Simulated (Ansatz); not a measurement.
One stationary structure of B. Calculation: PBE (plane waves to 420 eV, PAW, scalar-relativistic; Ansatz, an electronic-structure program).

```xyz
12
Lattice="2.4492 1.4141 4.1818 -2.4492 1.4141 4.1818 0.0000 -2.8281 4.1818" Properties=species:S:1:pos:R:3 pbc="T T T"
B     -1.5768     0.9104     2.8211
B      0.0000    -1.8208     2.8211
B      1.5768     0.9104     2.8211
B      1.5768    -0.9104     9.7243
B      0.0000     1.8208     9.7243
B     -1.5768    -0.9104     9.7243
B     -1.0032     0.5792     4.4857
B      0.0000    -1.1584     4.4857
B      1.0032     0.5792     4.4857
B      1.0032    -0.5792     8.0597
B      0.0000     1.1584     8.0597
B     -1.0032    -0.5792     8.0597
```

Determine the symmetry and give the standard cell with its independent sites.

Space group R-3m, hexagonal axes (No. 166); a = b = 4.8984 Å, c = 12.5455 Å, α = β = 90.00°, γ = 120.00°

```json
[
 {"atom": "B", "site": "18h", "symmetry": ".m", "x": "0.2375", "y": "0.1187", "z": "0.1085"},
 {"atom": "B", "site": "18h", "symmetry": ".m", "x": "0.1968", "y": "0.3936", "z": "0.0242"}
]
```

This is the AFLOW prototype A_hR12_166_2h (as in B).

Give the shortest distances between elements (the closest pairs, up to four, under 3.6 Å).

B–B 1.67 Å.

```yaml
volume_per_atom: 7.24 Å³
```

No spin polarisation in the result.

The run could not lose the symmetry of its start.
